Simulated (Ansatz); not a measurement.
The cell below belongs to a search over invented structures; it isn't taken from experiment.

Input and command of a plane-wave DFT calculation in Ansatz:

```yaml
crystal:
  lattice:
    - [0.0, 4.976970791, 4.976970791]
    - [4.976970791, 0.0, 4.976970791]
    - [4.976970791, 4.976970791, 0.0]
  atoms:
    - { symbol: Co, position: [0.0, 0.0, 0.0] }
    - { symbol: Ni, position: [0.5, 0.5, 0.5], spin: 0.83 }
    - { symbol: C, position: [0.811542466, 0.188457534, 0.188457534] }
    - { symbol: C, position: [0.188457534, 0.811542466, 0.188457534] }
    - { symbol: C, position: [0.188457534, 0.188457534, 0.811542466] }
    - { symbol: C, position: [0.188457534, 0.811542466, 0.811542466] }
    - { symbol: C, position: [0.811542466, 0.188457534, 0.811542466] }
    - { symbol: C, position: [0.811542466, 0.811542466, 0.188457534] }
    - { symbol: "N", position: [0.6947485193, 0.3052514807, 0.3052514807] }
    - { symbol: "N", position: [0.3052514807, 0.6947485193, 0.3052514807] }
    - { symbol: "N", position: [0.3052514807, 0.3052514807, 0.6947485193] }
    - { symbol: "N", position: [0.3052514807, 0.6947485193, 0.6947485193] }
    - { symbol: "N", position: [0.6947485193, 0.3052514807, 0.6947485193] }
    - { symbol: "N", position: [0.6947485193, 0.6947485193, 0.3052514807] }
basis:
  ecutwfc: 420
kpoints:
  mp_grid: { grid: [8, 8, 8] }
hamiltonian:
  xc: pbe
scf:
  occupations: { method: gaussian, width: 0.1 }
output:
  forces: true
  stress: true
  eigenvalues: true
  populations: true
  write_density: true
  write_potential: true
  elf: true
  volumetric_format: npy
magnetization:
  spin_polarized: true
relax:
  adjacent_minimum: "off"
  f_tol: 0.01
  max_steps: 80
  cell: { stress_tol: 0.05 }
```

```bash
ansatz run input.yaml --threads 1 --pin off --max-ram 2560MiB --backend cpu --events-out ev --progress --plain --runs-dir out
```

Processor: AMD EPYC 9R45 96-Core Processor (Zen 5), 1 thread, on a host shared with other jobs.

How long does it run, and how much memory does it take?

About 120 s, peak memory 1 GiB. It solves 59 bands at 29 k points (after reduction by symmetry) with about 4909 plane waves (on the last cell), in 44 SCF iterations over 4 ionic steps.
